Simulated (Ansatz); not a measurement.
Values for one crystal, relaxed and computed with DFT-PBE+D3(BJ) in the program Ansatz with PAW potentials; other levels are named.

```yaml
volume_per_atom: 110.18 Å³
electronic_character: metallic (no gap)
Poisson's ratio: 0.34
Elastic constants (relaxed ions, GPa): C11 = 2.4, C12 = 2.0, C44 = 1.7
Young's modulus: 2.1 GPa
mechanical_stability: stable (all eigenvalues of C positive)
Bulk modulus (Birch–Murnaghan fit): 2.1 GPa
```

Question: Pick the material that matches.
(A) Mg, hcp (Mg type)
(B) Rb, bcc (W type)
(C) Rh, fcc (Cu type)
(D) Cs, bcc (W type)

Answer: D, Cs, bcc (W type)

Space group Im-3m (bcc (W type)). Symmetry was held in the PBE+D3(BJ) relaxation. The pairwise dispersion correction was not fitted to metals. As this level gives no gap, shear constants depend on the k-mesh and smearing (Fermi–Dirac, 0.1 eV here). Spin–orbit coupling is left out wherever it is not named.

Potentials: the later of the program's two PAW sets.
